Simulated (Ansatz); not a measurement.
Recipe of this trial structure of RhC3N3: cyanide-bridged rock-salt net of two metals, 0 guest cations a cell (Fm-3m, No. 225). Lengths were set from tabulated atomic sizes, so they are only a guess.

```cif
data_structure
_symmetry_space_group_name_H-M 'P 1'
_symmetry_Int_Tables_number 1
_cell_length_a 7.2047
_cell_length_b 7.2047
_cell_length_c 7.2047
_cell_angle_alpha 60.000
_cell_angle_beta 60.000
_cell_angle_gamma 60.000
_cell_volume 264.44
loop_
_atom_site_label
_atom_site_type_symbol
_atom_site_fract_x
_atom_site_fract_y
_atom_site_fract_z
_atom_site_occupancy
Rh1 Rh 0.00000 0.00000 0.00000 1
Rh2 Rh 0.50000 0.50000 0.50000 1
C1 C 0.81186 0.18814 0.18814 1
C2 C 0.18814 0.81186 0.18814 1
C3 C 0.18814 0.18814 0.81186 1
C4 C 0.18814 0.81186 0.81186 1
C5 C 0.81186 0.18814 0.81186 1
C6 C 0.81186 0.81186 0.18814 1
N1 N 0.69703 0.30297 0.30297 1
N2 N 0.30297 0.69703 0.30297 1
N3 N 0.30297 0.30297 0.69703 1
N4 N 0.30297 0.69703 0.69703 1
N5 N 0.69703 0.30297 0.69703 1
N6 N 0.69703 0.69703 0.30297 1
```

Computed with Ansatz 0.2.0, DFT PBE, scalar-relativistic, plane waves, PAW. Cutoff 420 eV, Gaussian smearing, Γ-centred meshes. Cell and atoms relax first on a coarse mesh and then on a converged one. In between, the cell is made exact in the group found at 0.06 Å. The steps can't lower the symmetry of their start. Collinear spin, starting moments Rh 1.0 (×2) μB; they died out on the coarse mesh, so the last step has no spin.

A guess keeps its type if space group and coordination stay and the shape of the cell changes little (axis ratios within about 15 %, angles within 6°); the volume may change.

**Question.** Will the relaxed cell still be of the starting type?

**Answer.** It keeps its type. The symmetry stays Fm-3m (No. 225). The volume per atom grows by 3.4 %, from 18.9 to 19.5 Å³. The shortest distance goes from 1.17 Å (C–N) to 1.16 Å (C–N). Counting neighbours within 15 % of an atom's shortest distance, the start has C 1, N 1, Rh 6 and the end C 1, N 1, Rh 6.

The zero of energy is the elements' standard structures at the same level (N₂ as a molecule); no fitted shifts are applied.

**Question.** At what energy does it end?

**Answer.** +0.281 eV/atom. The separate elements lie lower, so it is unstable against them.

The last run used a 4×4×4 mesh for its 14-atom cell and Gaussian smearing of 0.02 eV. The reference form of C is held partly by dispersion forces, which this level lacks. A structure relaxed within its symmetry needn't be a true minimum.
